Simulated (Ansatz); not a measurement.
Phases of Cd at 7.5 GPa

Structure types of Cd are relaxed in primitive cells with their symmetry kept at 7.5 GPa, first on PAW files, then by LAPW. The enthalpy is E + pV at zero temperature, without zero-point motion. Only the types listed were tried, and differences under about 5 meV/atom are mesh noise.

Level of theory: DFT with LDA, scalar-relativistic, in Ansatz 0.2.0; Fermi–Dirac smearing of 0.08 eV, no spin polarisation. LAPW: all electrons, basis error target 0.5 meV/atom; PAW: frozen-core files, cutoff 420 eV.

k meshes: fcc 16×16×16, bcc 16×16×16, hcp 15×15×8, beta tin 15×15×15, simple hexagonal 15×15×14, diamond 12×12×12.

The PAW files were made under PBE.

Q: Order the types by LAPW enthalpy, lowest first.
A. simple hexagonal
B. bcc
C. diamond
D. fcc
E. beta tin
F. hcp

A: F (0 meV/atom), D (16 meV/atom), B (90 meV/atom), A (183 meV/atom), E (246 meV/atom), C (947 meV/atom).

```
      start type                   ends as          a, b, c (Å)  V (Å³/atom)  H − H(lowest), LAPW (meV/atom)  same, PAW
             fcc                fcc, Fm-3m  4.184, 4.184, 4.184        18.31                            15.7       15.7
             bcc                bcc, Im-3m  3.336, 3.336, 3.336        18.56                            90.0       89.9
             hcp             hcp, P6_3/mmc  2.957, 2.957, 4.791        18.14                             0.0        0.0
        beta tin        beta tin, I4_1/amd  5.441, 5.441, 2.723        20.15                           245.6      245.7
simple hexagonal  simple hexagonal, P6/mmm  2.830, 2.830, 2.863        19.85                           183.0      183.1
         diamond            diamond, Fd-3m  5.980, 5.980, 5.980        26.73                           947.1      946.9
```

Q: Split the lead of hcp over fcc into energy and pV.

A: For fcc less hcp: ΔE = +7.6 meV/atom, and p·ΔV = 7.5 GPa × +0.1733 Å³ × 6.242 meV/(GPa·Å³) = +8.1 meV/atom, together 15.7 meV/atom. hcp wins on both counts.
